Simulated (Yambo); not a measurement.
Ba2SrWO6 (space group R-3, No. 148); a = 6.129 Å, b = 6.129 Å, c = 6.129 Å, α = 60.96°, β = 60.96°, γ = 60.96°. With the G0W0 scissor the direct gap on the mesh is 4.49 eV. Axes are Cartesian, with cell vectors (Å) (3.11, 1.79, 4.97), (-3.11, 1.79, 4.97), (0.00, -3.59, 4.97).

Does this run resolve the lowest exciton, and if so, what are its energy and binding? (Yambo, PBEsol bands; 4×4×4 mesh, 15 valence and 9 conduction bands, static screening with 101 bands and a 3 Ry block, scissor 1.66 eV, Tamm-Dancoff.)

The two meshes tried agree. These are vertical excitations (zero momentum). The lowest state lies at 3.55 eV (dark for light along x), the direct quasiparticle gap on this mesh at 4.49 eV. Its binding energy, counted from that gap, is 0.95 eV; it spreads over about 60 k points of the mesh. On a 2×2×2 mesh the same difference is 1.03 eV. The first optically allowed state is at 3.89 eV. The scissor comes from a G0W0 run whose convergence isn't established. Spin-orbit coupling is left out, which matters for elements this heavy: edges can move by tenths of an eV.

Geometry of the Materials Project entry, not relaxed at this level.

The structure is a Materials Project entry; no match was found in the copy of COD used, and its stability was not checked.
